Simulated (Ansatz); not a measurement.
The start is a relaxed Ti cell displaced along its unstable phonon at q = (½, 0, 0) of its primitive reciprocal cell (191i cm⁻¹), largest move 0.15 Å. The cell and all atomic positions are relaxed at zero pressure with r2SCAN (plane waves to 500 eV, PAW, scalar-relativistic; Ansatz, a quantum-chemistry and plane-wave program). The first steps use a coarse 7×14×14 k-mesh.

The start:
```
CELL_PARAMETERS angstrom
     -3.25294     3.25294     3.25294
      1.62647    -1.62647     1.62647
      1.62647     1.62647    -1.62647
ATOMIC_POSITIONS crystal
  Ti 0.00000 0.96739 0.03261
  Ti 0.50000 0.03261 0.96739
```

Largest initial force: 0.32 eV/Å, on Ti1, Ti2 (atoms numbered as listed)
Energy released: 0.09 eV/atom
Relative to the parent: It does not go back: it reaches P6₃/mmc (No. 194), hcp (Mg type), 0.14 eV/atom below the parent
Shortest distances (start → end): The closest pairs of elements (up to four, under 3.6 Å), start → end: Ti–Ti 2.82 → 2.87 Å
Band gap at the end: no gap (metallic)
Optimiser moves: 9

Relaxed structure:

Space group P6₃/mmc (No. 194); a = 2.936 Å, b = 2.936 Å, c = 4.636 Å, α = 90.00°, β = 90.00°, γ = 120.00°

```tsv
atom	site	symmetry	x	y	z
Ti	2c	-6m2	0.3333	0.6667	0.2500
```

Final values are on a 18×18×10 k-mesh of the relaxed cell. No spin polarisation in the result.

The run could not lose the symmetry of its start.
